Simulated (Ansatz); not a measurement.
# Two inputs for Sb2Se3

Cell: a computed structure from the Materials Project (it need not be an observed phase), atoms as given.

```
Sb Se
1.0
    12.82303    0.00000    0.00000
     0.00000    3.80836    0.00000
     0.00000    0.00000   15.05570
Sb Se
8 12
Direct
  0.51489 0.25000 0.23859
  0.01489 0.25000 0.26141
  0.48512 0.75000 0.76141
  0.98511 0.75000 0.73859
  0.18713 0.25000 0.05727
  0.81287 0.75000 0.94273
  0.31287 0.75000 0.55727
  0.68713 0.25000 0.44273
  0.67894 0.25000 0.98263
  0.71215 0.25000 0.26997
  0.28785 0.75000 0.73003
  0.32106 0.75000 0.01737
  0.21215 0.25000 0.23003
  0.78785 0.75000 0.76997
  0.53970 0.25000 0.64828
  0.82106 0.75000 0.48263
  0.03970 0.25000 0.85172
  0.17894 0.25000 0.51737
  0.96030 0.75000 0.14828
  0.46030 0.75000 0.35172
```

Sites (sets of like atoms) are named by element and the number of their first atom in this list.

Reference run. The numbers come from a DFT calculation in Ansatz (PBE, plane waves and PAW, scalar-relativistic, 420 eV cutoff, Γ-centred 3×7×2 k-points, Fermi–Dirac smearing 0.02 eV).

(1) The input is changed as follows: `scf.occupations.width`: 0.02 → not typed; `scf.occupations.method`: fermi_dirac → tetrahedron_uncorrected; `total_charge`: not typed → -1. What happens to V_zz (10²¹ V/m²) and η?

Results:

(1) 

```tsv
site	atom	V_zz reference	η reference	V_zz changed	η changed
Sb1	1	-22.1	0.16	-21.1	0.43
Sb5	5	-18.97	0.07	-20.7	0.09
Se9	9	-39.7	0.19	-38.5	0.25
Se10	10	-39.2	0.25	-38.6	0.25
Se15	15	-38.7	0.17	-36.7	0.21
```

The largest change of V_zz is on Se15, from -38.7 to -36.7. The whole tensor moves most on Sb1, by 6.22 along its most changed direction. In per cent, |V_zz| changes by -4 to +9 on Sb, -5 to -1 on Se (all sites that start above 2). Where |V_zz| stays above 0.1, η moves most on Sb1, from 0.16 to 0.43. The changed cell holds a charge of -1 on a uniform background, so it isn't the neutral crystal. It has an odd number of electrons and no spin polarisation, so the extra carrier is shared by both spins and spread out, where a real one carries spin and can localise. The gap no longer holds the Fermi energy in the changed run, so its gradients also hang on the k-mesh and the smearing. SCF iterations: 9 and 10. New warnings: band table not solved further.

On the reference run: Without spin–orbit coupling (the program notes it for Sb) the gradients can shift somewhat, as the gap is small. With these PAW files V_zz is typically within 2 to 3 % of all-electron values, but misses above 10 % occur on Sb.
